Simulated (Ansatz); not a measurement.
## Calculated ¹⁴N nuclear quadrupole resonance for ZnPtC6N6

Cell: an entry of the Crystallography Open Database (COD) whose atoms were relaxed with PBE, the cell held.

```cif
data_ZnPtC6N6
_symmetry_space_group_name_H-M 'Fm-3m'
_symmetry_Int_Tables_number 225
_cell_length_a 10.5186
_cell_length_b 10.5186
_cell_length_c 10.5186
_cell_angle_alpha 90.000
_cell_angle_beta 90.000
_cell_angle_gamma 90.000
loop_
_atom_site_label
_atom_site_type_symbol
_atom_site_symmetry_multiplicity
_atom_site_Wyckoff_symbol
_atom_site_fract_x
_atom_site_fract_y
_atom_site_fract_z
Zn Zn 4 b 0.5000 0.5000 0.5000
Pt Pt 4 a 0.0000 0.0000 0.0000
C C 24 e 0.5000 0.5000 0.1903
N N 24 e 0.5000 0.5000 0.3001
```

One atom of each set is listed; the run and its k-mesh use a cell of 14 atoms with edges of 7.44, 7.44, 7.44 Å.

Computed with Ansatz: DFT, r2SCAN, plane waves and PAW, scalar-relativistic, 500 eV cutoff, Γ-centred 6×6×6 k-points, Fermi–Dirac smearing 0.05 eV.

¹⁴N: I = 1, Q = 20.44 mb (year-2017 value). Static lattice, zero field.

Q: The simulated lines lie at 2.26 MHz. What are |C_Q|, η and |V_zz| at N?

A: For I = 1 the lines are ν± = (3/4)|C_Q|(1 ± η/3) and ν₀ = |C_Q|η/2. Here |C_Q| = 3.01 MHz, η = 0.00 and |V_zz| = 6.09 × 10²¹ V/m². The calculation gives V_zz negative; the lines don't show the sign. The site has 1 C at 1.16 Å, 1 Zn at 2.10 Å, angle 180°; also 1 Pt at 3.16 Å.

An axis of threefold or higher order runs through N, so V_zz lies along it and η is zero.

The largest force is 0.8 eV/Å, so the atoms aren't at the calculated equilibrium and relaxing them would move these values. The database entry as given showed forces above 3 eV/Å or a pressure above 30 GPa, though relaxing it moves no atom far.

The run took 1.9 min of wall time (1.9 min of CPU time) and 1.6 GiB at its peak, on 1 thread of Arm Neoverse N1 (aarch64; 36 cores open to the job, memory cap 3.0 GiB, no GPU), a shared host with a load of 1.0 a core.
